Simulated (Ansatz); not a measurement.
Se (trigonal-Se type, space group P3_121)

```yaml
crystal:
  lattice:
    - [4.52940, 0.00000, 0.00000]
    - [-2.26470, 3.92257, 0.00000]
    - [0.00000, 0.00000, 5.04244]
  atoms:
    - { symbol: Se, position: [0.21841, 0.00000, 0.83333] }
    - { symbol: Se, position: [0.00000, 0.21841, 0.16667] }
    - { symbol: Se, position: [0.78159, 0.78159, 0.50000] }
```

Two coordinates are scanned: the volume, and the ratio of the stretch along z (the conventional c axis) to the stretch across it. Atoms keep their fractional coordinates.

Level of theory: PBE (plane waves to 420 eV, PAW, scalar-relativistic; Ansatz, an electronic-structure program). k mesh 9×9×7 (Γ-centred), Fermi-Dirac smearing 0.05 eV. The energy includes the smearing's −TS. As the atoms are clamped, bonds stretch with the cell, which overstates energies and stresses. Se was relaxed with its symmetry unable to fall. The PAW data are Ansatz's earlier set. The zero of ΔE is the relaxed starting cell.

### Question
Predict the ΔE (meV/atom) at all points of the grid V/V₀ = 0.920, 0.947, 0.973, 1.000, 1.027, 1.053, 1.080 by (c/a)/(c/a)₀ = 0.960, 0.973, 0.987, 1.000, 1.013, 1.027, 1.040.

### Answer
ΔE (meV/atom), with V/V₀ across and (c/a)/(c/a)₀ down:

```
(c/a)/(c/a)₀ \ V/V₀  0.920  0.947  0.973  1.000  1.027  1.053  1.080
-------------------  -----  -----  -----  -----  -----  -----  -----
0.960                 49.3   25.9   11.2    4.0    3.4    8.4   18.3
0.973                 42.8   20.9    7.6    1.8    2.3    8.4   19.4
0.987                 37.2   16.9    5.0    0.4    2.2    9.4   21.4
1.000                 32.4   13.7    3.3    0.0    3.0   11.3   24.3
1.013                 28.6   11.4    2.4    0.4    4.6   14.0   28.0
1.027                 25.5    9.9    2.3    1.6    7.0   17.5   32.5
1.040                 23.2    9.2    3.0    3.7   10.2   21.9   37.8
```

(Under strain, the slope of the energy per volume gives the stress and its curvature an elastic modulus.)
